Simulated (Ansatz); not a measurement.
Mg (hcp, Mg type)

Space group P6₃/mmc (No. 194); a = b = 3.173 Å, c = 5.182 Å, α = β = 90.00°, γ = 120.00°

| atom | site | symmetry | x | y | z |
|---|---|---|---|---|---|
| Mg | 2d | -6m2 | 0.6667 | 0.3333 | 0.2500 |

Two coordinates are scanned: the volume, and the ratio of the stretch along z (the conventional c axis) to the stretch across it. Atoms keep their fractional coordinates.

Level of theory: r2SCAN (plane waves to 500 eV, PAW, scalar-relativistic; Ansatz, a program for electronic structure). k mesh 17×17×9 (Γ-centred), Fermi-Dirac smearing 0.05 eV. E stands for the smeared free energy. With partly filled bands, the response to shear is sensitive to the k mesh, so small differences along c/a are uncertain. Mg was relaxed with its symmetry unable to fall. The zero of ΔE is the relaxed starting cell.

Predict the ΔE (eV/atom) at all points of the grid V/V₀ = 0.960, 0.980, 1.000, 1.020, 1.040 by (c/a)/(c/a)₀ = 0.960, 0.980, 1.000, 1.020, 1.040.

ΔE (eV/atom), with V/V₀ across and (c/a)/(c/a)₀ down:

```tsv
(c/a)/(c/a)₀ \ V/V₀	0.960	0.980	1.000	1.020	1.040
0.960	0.009	0.005	0.004	0.005	0.008
0.980	0.006	0.002	0.001	0.002	0.005
1.000	0.005	0.001	0.000	0.001	0.004
1.020	0.006	0.002	0.001	0.002	0.005
1.040	0.010	0.006	0.004	0.005	0.008
```

(A scan under strain: stresses follow from slopes of the energy per volume, elastic moduli from its curvatures.)
